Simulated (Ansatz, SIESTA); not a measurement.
This is a calculation of CrN2 for Ansatz 0.2.0. Atoms were shifted at random by some hundredths of an Å from the given cell, which wasn't relaxed again for these runs. The cell comes from a database or a generator and needn't be the stable form of this composition.

File input.yaml:

```yaml
crystal:
  lattice:
    - [3.901786, 0.0, 0.0]
    - [0.0, 4.809512, 0.0]
    - [0.0, 0.0, 2.78417]
  atoms:
    - { symbol: Cr, position: [-0.003596, 0.008607, 0.015606], spin: 3.0 }
    - { symbol: Cr, position: [0.496975, 0.508611, 0.49077], spin: 3.0 }
    - { symbol: "N", position: [0.861335, 0.590582, -0.005625] }
    - { symbol: "N", position: [0.126071, 0.414476, -0.007913] }
    - { symbol: "N", position: [0.361054, 0.912444, 0.486756] }
    - { symbol: "N", position: [0.641356, 0.08592, 0.483966] }
hamiltonian:
  xc: pbesol
  pseudopotentials: { kind: paw }
magnetization:
  spin_polarized: true
kpoints:
  mp_grid: { grid: [7, 6, 10] }
scf:
  occupations: { method: fermi_dirac, width: 0.05 }
output:
  forces: true
  stress: true
  eigenvalues: true
  write_density: true
  write_potential: true
  elf: true
  volumetric_format: npy
```

Potentials or basis: Ansatz PAW.

Command:

```sh
$ ansatz run input.yaml --threads 1 --pin off --max-ram 3584MiB --backend cpu --events-out ev --progress --plain --runs-dir out
```

Question: Set up the same calculation for SIESTA 5.4.2. Potentials or basis there: files PseudoDojo sr-pbesol-0.4.1-standard, DZP (energy shift 0.003 Ry; two zetas on semicore shells).

Answer: As run (cutoffs and basis follow the program's own potentials, and thresholds, step limits or extra output files can differ):

File CrN2.fdf:

```
SystemName                      CrN2
SystemLabel                     CrN2
NumberOfSpecies                 2
NumberOfAtoms                   6
%block ChemicalSpeciesLabel
  1  24 Cr
  2   7 N
%endblock ChemicalSpeciesLabel

LatticeConstant                 1.0 Ang
%block LatticeVectors
     3.9017860000     0.0000000000     0.0000000000
     0.0000000000     4.8095120000     0.0000000000
     0.0000000000     0.0000000000     2.7841700000
%endblock LatticeVectors
AtomicCoordinatesFormat         Fractional
%block AtomicCoordinatesAndAtomicSpecies
    -0.0035960000     0.0086070000     0.0156060000  1  Cr
     0.4969750000     0.5086110000     0.4907700000  1  Cr
     0.8613350000     0.5905820000    -0.0056250000  2  N
     0.1260710000     0.4144760000    -0.0079130000  2  N
     0.3610540000     0.9124440000     0.4867560000  2  N
     0.6413560000     0.0859200000     0.4839660000  2  N
%endblock AtomicCoordinatesAndAtomicSpecies

%block kgrid.MonkhorstPack
    7   0   0  0.0
    0   6   0  0.0
    0   0  10  0.0
%endblock kgrid.MonkhorstPack
XC.Functional                   GGA
XC.Authors                      PBEsol
PAO.BasisSize                   DZP
PAO.EnergyShift                 0.003 Ry
Mesh.Cutoff                     800 Ry
Spin                            polarized
%block DM.InitSpin
    1   3.000
    2   3.000
    3   0.000
    4   0.000
    5   0.000
    6   0.000
%endblock DM.InitSpin
OccupationFunction              FD
ElectronicTemperature           0.05 eV
MaxSCFIterations                200
SCF.MustConverge                false
SCF.Mixer.Method                Pulay
SCF.Mixer.Weight                0.1
SCF.Mixer.History               10
SCF.DM.Tolerance                5.0e-05
SCF.H.Tolerance                 1.0e-03 eV
WriteForces                     true
Charge.Mulliken                 end
%block PAO.Basis
  Cr 5
  n=3 0 2
    2.890 0.000
  n=4 0 2
    8.651 0.000
  n=3 1 2
    3.273 0.000
  n=4 1 1
    8.651
  n=3 2 2
    6.355 0.000
%endblock PAO.Basis
```

Potentials or basis: PseudoDojo 0.4 standard (PBEsol files), converted to PSML, two zetas on semicore shells, DZP (energy shift 0.003 Ry; two zetas on semicore shells).

Launch:

```sh
$ siesta CrN2.fdf > CrN2.out 2>&1
```

Both were run:

|  | Ansatz | SIESTA |
| --- | --- | --- |
| Pressure | -9.7 GPa | -6.2 GPa |
| Net moment | 4.19 μB per cell | 4.21 μB per cell |
| Energy over the undisturbed cell | 8.7 meV/atom | 8.3 meV/atom |

Ansatz's pressure holds a Pulay term of +0.78 GPa for its cutoff of 420 eV, which the other run lacks.

Ansatz's potentials were made for PBE.

Where Ansatz's input types no cutoff or centring, it takes its own default and a Γ-centred mesh.

The magnetic state is the one that the start led to; the real crystal's order can differ.

The two runs disagree by more than potentials and bases usually give (in gap, levels, pressure or energy); the cause wasn't traced.

Pressure is positive in compression.
